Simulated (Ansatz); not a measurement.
ZnAu (CsCl type)

```xyz
2
Lattice="3.1868 0.0000 0.0000 0.0000 3.1868 0.0000 0.0000 0.0000 3.1868" Properties=species:S:1:pos:R:3 pbc="T T T"
Zn     1.5934     1.5934     1.5934
Au     0.0000     0.0000     0.0000
```

The slice is a {110} plane (indices of the conventional cell) through the point (0.000, 0.000, 0.000) (fractional), spanned by u = [100] and v = [011] in vectors of this cell: u (3.19 Å) and v (4.51 Å, at 90° to u). It covers one period; positions are fractions (u, v).

These are PBE (plane waves to 420 eV, PAW, scalar-relativistic; Ansatz, an electronic-structure program) values and carry that method's errors. k mesh 15×15×15. Near the nuclei the fields are pseudised (PAW); where an atom keeps semicore shells as valence, they peak there. Spin-orbit coupling is left out, though Au is heavy. ZnAu was relaxed with its symmetry unable to fall.

Question: What is the ELF at the density minimum of the shortest Zn–Au line in this plane (2.76 Å)?

Answer: 0.2.

Question: What is the valence density on the shortest Zn–Au line in this plane (2.76 Å), at its minimum between the atoms?

Answer: 0.25 e/Å³.

Question: Sketch the electrostatic potential energy of an electron, from the cell's mean on this plane as a map.

Answer: 
```
|xxxxx38983xxxx|
|xxxx0589850xxx|
|xxxx2799972xxx|
|xx01578887510x|
|22456655566542|
|777651xxx15677|
|9975xxxxxxx579|
|9971xxxxxxx179|
|996xxxxxxxxx69|
|986xxxxxxxxx68|
|996xxxxxxxxx69|
|9971xxxxxxx179|
|9975xxxxxxx579|
|777651xxx15677|
|22456655566542|
|xx01578887510x|
|xxxx2799972xxx|
|xxxx0589850xxx|
|xxxxx38983xxxx|
|xxxxx38983xxxx|
```
Scale: ten equal steps from 1.00 (start of '0') to 9.61 (end of '9'), in the order '0123456789'. Values: electrostatic potential energy of an electron, from the cell's mean, in eV. The map has 14 points along u (one character each, u = 0 at the left) and 20 along v (v = 0 in the bottom row). Points within 1 Å of a nucleus are blanked (x), as the pseudised field means little there. Values under 1 eV are set to 1. The zero, the cell's mean, hangs on the PAW cores.
